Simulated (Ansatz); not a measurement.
Is this Be2CdO3 structure a true minimum?

The structure comes from a proposed guess, relaxed at this level; another structure or a mixture of phases may lie lower.

All numbers below come from DFT PBE, scalar-relativistic, plane waves, PAW in Ansatz 0.2.0. Cutoff 420 eV; k points 6×6×6 on the computed 12-atom cell (Γ-centred); Gaussian smearing, width 0.02 eV; no spin polarisation.

The cell below (12 atoms, space group Cmc2_1 (No. 36)) is relaxed within its symmetry.

```
CELL_PARAMETERS angstrom
4.54691 -2.59492 0.00000
4.54691 2.59492 0.00000
0.00000 0.00000 4.72717
ATOMIC_POSITIONS crystal
Be 0.47475 0.16558 0.49643
Be 0.16558 0.47475 0.99643
Be 0.52525 0.83442 0.99643
Be 0.83442 0.52525 0.49643
Cd 0.18880 0.81120 0.51296
Cd 0.81120 0.18880 0.01296
O 0.15920 0.41913 0.64741
O 0.58087 0.84080 0.64741
O 0.74691 0.25309 0.53966
O 0.41913 0.15920 0.14741
O 0.84080 0.58087 0.14741
O 0.25309 0.74691 0.03966
```

For the test it was strained at random (σ = 1.5 % a component), the atoms were moved at random (σ = 0.05 Å), and all was relaxed again on a coarse 4×4×4 mesh (in the run’s order of axes) with 0.10 eV smearing, with no symmetry imposed.

Question: Does it come back?

Answer: It returns, within 1 meV/atom of the unmoved cell on that mesh and with the same symmetry when read at 0.1 Å. No instability shows in this cell; modes of other wave vectors, which need another repeat, aren't tested.
